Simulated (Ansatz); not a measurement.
**C: a scan of SCF settings**

We look at C: an experimental structure (space group Fd-3m), with 2 atoms per cell. Source: COD entry 9012296; it may be a high-temperature, high-pressure or metastable form.

```
CELL_PARAMETERS angstrom
0.00000 1.78338 1.78338
1.78338 0.00000 1.78338
1.78338 1.78338 0.00000
ATOMIC_POSITIONS crystal
C 0.50000 0.50000 0.50000
C 0.75000 0.75000 0.75000
```

Site labels below count the atoms in this order, from 1.

Level of theory: DFT, r2SCAN, PAW, plane waves, scalar-relativistic in Ansatz.

```
Plane-wave cutoff : 500 eV
k-point mesh      : 12×12×12 (Γ-centred)
Occupations       : Gaussian smearing, 0.1 eV
Valence electrons : 8
Spin              : off
```

The starting density is a sum of atomic densities corrected by a trained network, so it is already close to self-consistency.

Gaps of semilocal functionals run low against measured ones.

Command:
```sh
ansatz run input.yaml --threads 2 --pin off --max-ram 5120MiB --backend cpu --events-out ev --progress --plain --runs-dir out
```

Machine: 2 threads of Arm Neoverse V2, on a shared host.

Each row changes the named settings. The search for lower states is off throughout, and rows that name a mixer don't switch to direct minimisation unless they say so. “A, then B” is a new run with the settings A changed by B. Counts include iterations that the program adds to test a close or to solve more bands, and some failed runs stop two short of their limit.

| settings | iteration limit | outcome | wall time (s) | result against the default run |
| --- | --- | --- | --- | --- |
| default SCF settings | default | converged in 6 iterations | 1.1 | reference |
| density-residual threshold 1e-2 eV | default | converged in 6 iterations | 0.65 | the same free energy, the program's other tests kept it going past the loose threshold |
| linear mixing, β 0.1, no preconditioner | 70 | converged in 50 iterations | 1.9 | the same free energy |
| density-residual threshold 1e-11 eV | default | converged in 7 iterations | 0.68 | the same free energy |
| Broyden, β 2.0, history 8 | 70 | input refused | 0.02 | invalid value for `scf.mixing.beta`: must be finite and in (0, 1]; got 2 |
| Broyden, β 2.0, history 8, then β lowered to 0.5 | 70 | converged in 5 iterations | 0.58 | the same free energy |
| MSR1 mixing, preconditioner none | 70 | converged in 6 iterations | 0.61 | the same free energy |
| Fermi–Dirac width 0.001 eV, no switch to direct minimisation | 70 | converged in 6 iterations | 0.64 | free energy unchanged, zero-width estimate unchanged |
| Anderson, β 0.8, history 8, no preconditioner | 70 | converged in 4 iterations | 0.55 | the same free energy |
| fixed occupations | 70 | converged in 6 iterations | 0.6 | free energy unchanged, zero-width estimate unchanged |
| Broyden, β 1.0, history 3, no preconditioner | 70 | converged in 4 iterations | 1 | the same free energy |
| cutoff 180 eV | 70 | converged in 6 iterations | 0.35 | free energy shifted by +2437 meV/atom, so these numbers say nothing of the material, pressure 38.8 GPa against -2.4 |

With the default settings (MSR1 mixing, preconditioner none) the run converges, with a gap of 4.37 eV on the k-mesh. At the default threshold and band count the same state takes 4 iterations at best (“Anderson, β 0.8, history 8, no preconditioner”) and 50 at worst (“linear mixing, β 0.1, no preconditioner”). 1 of 12 runs gave no result.
